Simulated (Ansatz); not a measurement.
Ti₃Al in space group P-6m2 (No. 187; Ti on 1e, Ti on 2h, Al on 1f), PBEsol in the plane-wave PAW code Ansatz, all energies at zero smearing, with the estimated change up to a 700 eV cutoff added, with one set of potentials and settings (totals compare only within such a set). Cell of 4 atoms (3 Ti, 1 Al): -7946.755 eV.

```
element              reference phase  E (eV/atom)
-------  ---------------------------  -----------
Ti       P6/mmm, 3 atoms in the cell   -2473.9117
Al        Fm-3m, 1 atoms in the cell    -524.5507
```

Formation energy per atom, worked out: (-7946.755 − 3×(-2473.9117) − 1×(-524.5507))/4 = -0.117 eV/atom (-11 kJ per mol of atoms), at 0 K, without zero-point energy or fitted corrections.

The workflow started from a Materials Project entry (that database holds measured and hypothetical structures alike); the Crystallography Open Database copy checked does not list it. With Ti and Al taken as one species the cell has the higher symmetry P6_3/mmc, so it may be an ordered model of a mixed-site phase. It is not the phase usual at ambient conditions (space group No. 194). Symmetry was held in the PBEsol relaxation; whether a distortion lowers the energy is not shown. No spin polarisation was allowed. The references are the lowest solids computed at this level, not always the standard phases.

Potentials: the later of the program's two PAW sets.
